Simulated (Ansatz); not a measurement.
Given:

MgH2:
Space group P4₂/mnm (No. 136); a = 4.4849 Å, b = 4.4849 Å, c = 2.9966 Å, α = 90.00°, β = 90.00°, γ = 90.00°

| atom | site | symmetry | x | y | z |
|---|---|---|---|---|---|
| Mg | 2a | m.mm | 0.0000 | 0.0000 | 0.0000 |
| H | 4f | m.2m | 0.3046 | 0.3046 | 0.0000 |

This is the r²SCAN-relaxed structure.

Q: All from plane-wave PAW r²SCAN (Ansatz code), unless another level is named. Give the band gap.

A: 4.38 eV (indirect).

Q: What about the smallest direct gap on the standard path?

A: 5.26 eV.

Q: What about the conduction-band minimum?

A: on the A–Z line, 21 % of the way from A (4 equivalent valleys).

Q: Next, the weight of the valence-edge state by species (Voronoi cells)?

A: H 90 %, Mg 10 %.

Space group P4_2/mnm (rutile). The r²SCAN relaxation kept the symmetry of its start; phonons on a q-mesh show no instability.

Potentials: the later of the program's two PAW sets.
